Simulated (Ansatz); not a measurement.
# AsC3, all-electron reference calculation

Cell: generated AsC3 built from a small cell holding one bonded unit and then distorted.

PBE, LAPW, all electrons in Ansatz, scalar relativity, no spin–orbit coupling, point nuclei. k-points 2×2×2 (shift 0.5, 0.5, 0.5 mesh steps), Fermi–Dirac smearing of 0.15 eV. The mesh is coarse, so the numbers hold for this sampling and aren't converged over the zone. For a metal, stress, forces and moments on so few k-points can be far from the converged ones. Spin-restricted. The cell's electron count is odd, so a run with spin could end lower.

```
As C
1.0
     0.07027    3.43347    3.42721
     3.55436   -0.08209    3.57957
     3.43097    3.46243    0.04131
As C
1 3
Cartesian
  2.6626 1.9827 1.8094
  1.8338 2.6820 0.2981
  4.2135 0.9737 1.6220
  2.0012 2.4541 3.5026
```

Forces in eV/Å:
```
As1  -0.385 -0.327  0.134
C2   -1.097  1.291 -0.005
C3    2.387 -0.715 -1.157
C4   -0.904 -0.250  1.027
```

Stress (GPa; xx, yy, zz, yz, xz, xy; compression positive): -3.91, -6.49, -5.82, 0.67, 3.10, -2.51.

```yaml
All-electron_free_energy_E_−_TS_its_zero_hangs_on_the_relativistic_scheme_and_nucleus: -64619.658 eV
Pressure: -5.41 GPa
Largest_force: 2.747 eV/Å
```

Task: Switch to r2SCAN by all-electron PAW datasets generated for the cell without frozen cores, scalar-relativistic, point nucleus, all else held.

Result: Against PBE, the pressure goes down by 1.69 GPa to -7.10 GPa, and the forces move by 0.173 eV/Å (r.m.s. over the atoms).

Forces (eV/Å): As1 (-0.416, -0.326, 0.070); C2 (-0.980, 1.243, 0.203); C3 (2.253, -0.600, -1.166); C4 (-0.857, -0.317, 0.894).

Task: The same cell and mesh under LDA (PW92) by all-electron full-potential LAPW, scalar-relativistic, point nucleus: what changes?

Result: Compared with PBE, the pressure falls by 3.84 GPa to -9.25 GPa, and the forces move by 0.242 eV/Å (r.m.s. over the atoms).

```
atom  Fx (eV/Å)  Fy (eV/Å)  Fz (eV/Å)
 As1     -0.315     -0.324      0.147
  C2     -1.039      1.240      0.272
  C3      2.202     -0.540     -1.198
  C4     -0.848     -0.376      0.779
```
